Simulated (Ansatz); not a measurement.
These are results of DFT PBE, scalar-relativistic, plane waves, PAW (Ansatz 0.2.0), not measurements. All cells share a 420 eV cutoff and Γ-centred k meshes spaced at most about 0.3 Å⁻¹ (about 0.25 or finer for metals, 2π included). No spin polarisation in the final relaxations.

All energies are static (0 K, no zero-point motion). All come from trial cells, and lower structures may exist.

Question: Order these relaxed structures of GeCl3 by energy, lowest first, with the energy over the lowest of them.
A.

```
Ge Cl
1.0
     5.49528    0.00000    0.00000
     0.00000    5.49528    0.00000
     0.00000    0.00000    5.49528
Ge Cl
2 6
Direct
  0.00000 0.00000 0.00000
  0.50000 0.50000 0.50000
  0.25000 0.00000 0.50000
  0.50000 0.75000 0.00000
  0.75000 0.00000 0.50000
  0.50000 0.25000 0.00000
  0.00000 0.50000 0.75000
  0.00000 0.50000 0.25000
```

B.

```
Ge Cl
1.0
    -2.89780    2.89780    2.89780
     2.89780   -2.89780    2.89780
     2.89780    2.89780   -2.89780
Ge Cl
1 3
Cartesian
  0.0000 0.0000 0.0000
  2.8978 0.0000 0.0000
  0.0000 2.8978 0.0000
  0.0000 0.0000 2.8978
```

C.

```
Ge Cl
1.0
     4.91223    0.00000    0.00000
     0.00000    4.91223    0.00000
     0.00000    0.00000    4.91223
Ge Cl
1 3
Direct
  0.50000 0.50000 0.50000
  0.00000 0.50000 0.50000
  0.50000 0.00000 0.50000
  0.50000 0.50000 0.00000
```

D.

```
Ge Cl
1.0
    -3.10964    3.10964    2.56267
     3.10964   -3.10964    2.56267
     3.10964    3.10964   -2.56267
Ge Cl
1 3
Direct
  0.50000 0.50000 0.00000
  0.75000 0.25000 0.50000
  0.25000 0.75000 0.50000
  0.00000 0.00000 0.00000
```

Answer: C (0 meV/atom), A (426 meV/atom), D (465 meV/atom), B (563 meV/atom). Forms: C ReO3 type, Pm-3m; A Pm-3n; D I4/mmm; B Im-3m. Counting Cl atoms around Ge (those within 1.25 times the shortest such distance or 1.15 times the sum of covalent radii; the shortest distance is added where it is long for a bond): C has Ge 6; A has Ge 12 from 3.1 Å; D has Ge 2; B has Ge 6 from 2.9 Å.

Weakly bound directions are ill-defined at this level, which has no dispersion term (I4/mmm), and this can change margins and order among such cells. In Pm-3m, I4/mmm, Im-3m an odd number of electrons in the primitive cell allows no gap without spin; a larger cell or a magnetic state could open one. A magnetic state wasn't ruled out in cells without spin, among them Im-3m. Cells relaxed within their symmetry can be saddle points. Some types were kept out of the candidates beforehand, so the set may lack a known form.
